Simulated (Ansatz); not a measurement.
## A plane-wave run on MnSe6Cl8

Input file of Ansatz 0.2.0:

```yaml
crystal:
  lattice:
    - [0.0, 5.778052, 5.778052]
    - [5.778052, 0.0, 5.778052]
    - [5.778052, 5.778052, 0.0]
  atoms:
    - { symbol: Cl, position: [0.25, 0.25, 0.25] }
    - { symbol: Cl, position: [0.75, 0.75, 0.75] }
    - { symbol: Se, position: [0.5, 0.0, 0.0] }
    - { symbol: Se, position: [0.5, 0.0, 0.5] }
    - { symbol: Se, position: [0.0, 0.5, 0.5] }
    - { symbol: Se, position: [0.0, 0.5, 0.0] }
    - { symbol: Se, position: [0.5, 0.5, 0.0] }
    - { symbol: Se, position: [0.0, 0.0, 0.5] }
    - { symbol: Cl, position: [0.7713, 0.2287, 0.2287] }
    - { symbol: Cl, position: [0.2287, 0.7713, 0.2287] }
    - { symbol: Cl, position: [0.2287, 0.7713, 0.7713] }
    - { symbol: Cl, position: [0.7713, 0.2287, 0.7713] }
    - { symbol: Cl, position: [0.2287, 0.2287, 0.7713] }
    - { symbol: Cl, position: [0.7713, 0.7713, 0.2287] }
    - { symbol: Mn, position: [0.0, 0.0, 0.0] }
  symmetry: { tolerance: 0.0003 }
kpoints:
  mp_grid: { grid: [5, 5, 5], shift: [0, 0, 0] }
magnetization:
  spin_polarized: false
scf:
  occupations: { method: fermi_dirac }
  lower_state_search: "off"
  max_iter: 200
hamiltonian:
  pseudopotentials: { kind: paw }
  xc: r2scan
basis:
  ecutwfc: 500
  fft_grid_basis: typed
output:
  forces: true
  stress: true
  eigenvalues: true
  bader: true
  populations: true
  elf: true
  write_potential: true
  volumetric_format: npy
  dos:
    e_range: [-12, 8]
    de: 0.05
    projected: { site_lists: { Cl: [Cl], Mn: [Mn], Se: [Se] } }
checkpoint:
  read: saved_state
```

The run starts from an earlier solution of this cell. 

Excerpt of what it printed:

```
Pseudopotentials: kind: paw
Pseudopotential: Cl, paw, valence charge 7, recommended cutoff 500 eV (meta_gga), Cl.paw.azcp
Pseudopotential: Se, paw, valence charge 16, recommended cutoff 500 eV (meta_gga), Se.paw.azcp
Pseudopotential: Mn, paw, valence charge 15, recommended cutoff 500 eV (meta_gga), Mn.paw.azcp
Functional definition: r2SCAN
  exchange = r2scan_x(k0 = k0, k1 = k1, a1 = a1)
  correlation = r2scan_c
Crystal: 15 atoms, lattice volume = 385.811 Å³
Basis set: ecut = 500 eV, 9841 PW (Γ), exchange–correlation on 240×240×240 points (64 copies of the dense FFT grid, shifted against one another)
Bands: 101, of which v1, the nominal top of the filled ones, is band 84 counted from 1 (83 counted from 0)
Symmetry: 48 space group operations
Space group: Fm-3m (ITA 225), of the structure as read, at distance tolerance 2.2e-3 Å
k-points: 10 of 125
Initial density: read from a saved state, or passed on in memory by an earlier SCF of this step, an earlier step, the calling program or the single point that the run made first
Functional: x = r2scan, c = r2scan; τ floored in thin density (d = 2e-4 eV/Å³)
SCF iter   1: F=-45433.0860 eV  Δρ=6.42e-3  dr2=2.50e-1  dr2_τ=2.69e-3
SCF iter   2: F=-45433.3139 eV  Δρ=9.46e-4  dr2=3.81e-3  dr2_τ=6.60e-4
SCF iter   3: F=-45433.3141 eV  Δρ=7.58e-4  dr2=3.38e-3  dr2_τ=3.15e-5
SCF iter   4: F=-45433.3162 eV  Δρ=3.82e-4  dr2=1.02e-3  dr2_τ=1.36e-5
SCF iter   5: F=-45433.3170 eV  Δρ=1.91e-4  dr2=2.20e-4  dr2_τ=2.50e-6
SCF iter   6: F=-45433.3172 eV  Δρ=2.65e-5  dr2=4.44e-6  dr2_τ=6.44e-8
SCF iter   7: F=-45433.3167 eV  Δρ=9.50e-6  dr2=5.25e-7  dr2_τ=5.53e-9
SCF iter   8: F=-45433.3167 eV  Δρ=3.11e-6  dr2=6.14e-8  dr2_τ=1.24e-9
Free energy (F): -45433.3167 eV
Harris-Foulkes:  -45433.3167 eV  (|F-HF|=5.51e-8)
Internal energy: -45432.7927 eV  (E = F + TS)
E sigma→0 (E₀):  -45433.0547 eV
Entropy (-TS):   -0.5240 eV (-34.934 meV/atom)
Fermi energy:    4.8310 eV
--- Per-component energies (eV) ---
  E_band       = -3223.8123
  E_kinetic    = 2258.3285
  E_local      = -21255.5519  (includes V_loc(G=0)·N_el)
  E_nonlocal   = -3085.4954
  E_hartree    = 9822.4917
  E_xc         = -1503.2357
  E_vxc        = -1835.1412  (∫ρ·V_xc dr)
  E_paw        = -18197.7000  (= ΣΔE_a)
  E_vpaw       = 950.7443  (= ΣTr[D̂ρ^β])
  E_aug_tail   = -0.0010  (compensation charges beyond the density's cutoff)
  E_vtau       = 98.3352  (kinetic-family band-sum trace: ∫τ·v_τ [+ j·A + Jᵃ·Aᵃ] dr)
  E_ewald      = -13459.6660
  E_core_change = -11.9629  (= ΣΔE_core)
  E_smearing   = -0.5240  (= −TS)
--- Forces (eV/Å), atoms counted from 1 ---
  atom   1  Cl     0.0000     0.0000     0.0000
  atom   2  Cl     0.0000     0.0000     0.0000
  atom   3  Se     0.0000     0.0000     0.0000
  atom   4  Se     0.0000     0.0000     0.0000
  atom   5  Se     0.0000     0.0000     0.0000
  atom   6  Se     0.0000     0.0000     0.0000
  atom   7  Se     0.0000     0.0000     0.0000
  atom   8  Se     0.0000     0.0000     0.0000
  atom   9  Cl    -0.9936     0.0000     0.0000
  atom  10  Cl     0.0000    -0.9936     0.0000
  atom  11  Cl     0.9936     0.0000     0.0000
  atom  12  Cl     0.0000     0.9936     0.0000
  atom  13  Cl     0.0000     0.0000    -0.9936
  atom  14  Cl     0.0000     0.0000     0.9936
  atom  15  Mn     0.0000     0.0000     0.0000
--- Stress (GPa, compression-positive) ---
       -4.2306       0.0000       0.0000
        0.0000      -4.2306       0.0000
        0.0000       0.0000      -4.2306
  P = ⅓ Tr σ = -4.2306 GPa (-42.306 kbar)
--- Löwdin populations: 15 sites ---
  site symbol       q [e]
     0     Cl      7.0389
     1     Cl      7.0389
     2     Se     15.8947
     3     Se     15.8947
     4     Se     15.8947
     5     Se     15.8947
     6     Se     15.8947
     7     Se     15.8947
     8     Cl      7.1675
     9     Cl      7.1675
    10     Cl      7.1675
    11     Cl      7.1675
    12     Cl      7.1675
    13     Cl      7.1675
    14     Mn     14.1317
  spilling = 0.0025 (of n_electrons = 167.0000)
--- Bader charges: 15 sites ---
  site symbol  charge [e]  shift [e]
     0     Cl     -0.2381     0.0000
     1     Cl     -0.2381     0.0000
     2     Se      0.2448     0.0000
     3     Se      0.2448     0.0000
     4     Se      0.2448     0.0000
     5     Se      0.2448     0.0000
     6     Se      0.2448     0.0000
     7     Se      0.2448     0.0000
     8     Cl     -0.3595     0.0000
     9     Cl     -0.3595     0.0000
    10     Cl     -0.3595     0.0000
    11     Cl     -0.3595     0.0000
    12     Cl     -0.3595     0.0000
    13     Cl     -0.3595     0.0000
    14     Mn      1.1646     0.0000
```

Absolute energies hang on the potentials; compare differences alone.

Origin: a known structure type with other elements, at an estimated volume, so it need not be a known compound. Caveats: the exchange-correlation potential is rough where the density is thin; no spin polarisation, so a magnetic state may lie lower.
